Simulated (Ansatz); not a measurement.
The calculation used Ansatz 0.2.0, DFT PBE, scalar-relativistic, plane waves, PAW. Cutoff 420 eV, Γ-centred meshes of about 0.25 Å⁻¹ or finer for metals and 0.3 Å⁻¹ for insulators (2π included), Gaussian smearing. No spin polarisation.

This relaxed NaTa3O3 cell comes from a structure search over trial cells.

```
CELL_PARAMETERS angstrom
2.92633 0.00000 0.00000
-1.46317 2.53428 0.00000
0.00000 0.00000 11.84788
ATOMIC_POSITIONS crystal
Na 0.00000 0.00000 0.99501
Ta 0.66667 0.33333 0.45922
Ta 0.00000 0.00000 0.73486
Ta 0.00000 0.00000 0.24676
O 0.33333 0.66667 0.62104
O 0.33333 0.66667 0.84659
O 0.66667 0.33333 0.13052
```

Wave vectors count in units of this cell's reciprocal vectors.

Task: Is this structure dynamically stable?

Result: No. The phonons on a 3×3×1 q mesh of the computed 7-atom cell go imaginary, to 126i cm⁻¹ at q = (0.33, 0.33, 0.00). (Phonon run: 12×12×4 k mesh, Gaussian smearing of 0.10 eV.) With atoms moved at random and symmetry off, it falls by 113 meV/atom into Cm (No. 8). Conventional cell: a = 5.079 Å, b = 2.972 Å, c = 11.957 Å, β = 93.7°. Na is surrounded by 6 O at 2.37–2.42 Å, 6 Na at 2.94–2.97 Å and 2 Ta at 3.00–3.04 Å; Ta on its first site is surrounded by 1 O at 2.16 Å and 8 Ta at 2.86–2.97 Å; around Ta on its second site lie 6 O at 2.14–2.16 Å, 6 Ta at 2.94–2.97 Å and 1 Na at 3.04 Å; around O on its first site lie 4 Ta at 2.14–2.16 Å and 1 O at 2.62 Å; 3 more sites not described.

```cif
data_structure
_symmetry_space_group_name_H-M 'Cm'
_symmetry_Int_Tables_number 8
_cell_length_a 5.0791
_cell_length_b 2.9716
_cell_length_c 11.9574
_cell_angle_alpha 90.000
_cell_angle_beta 93.659
_cell_angle_gamma 90.000
_cell_volume 180.10
loop_
_atom_site_label
_atom_site_type_symbol
_atom_site_symmetry_multiplicity
_atom_site_Wyckoff_symbol
_atom_site_fract_x
_atom_site_fract_y
_atom_site_fract_z
_atom_site_occupancy
Na1 Na 2 a 0.97069 0.00000 0.99297 1
Ta1 Ta 2 a 0.56067 0.00000 0.44898 1
Ta2 Ta 2 a 0.93033 0.00000 0.73803 1
Ta3 Ta 2 a 0.01723 0.00000 0.24439 1
O1 O 2 a 0.57865 0.00000 0.62971 1
O2 O 2 a 0.61333 0.00000 0.84934 1
O3 O 2 a 0.32748 0.00000 0.13058 1
```

Spin–orbit coupling, which can matter for Ta, is left out. Phonons of metals hang on the k mesh and the smearing.
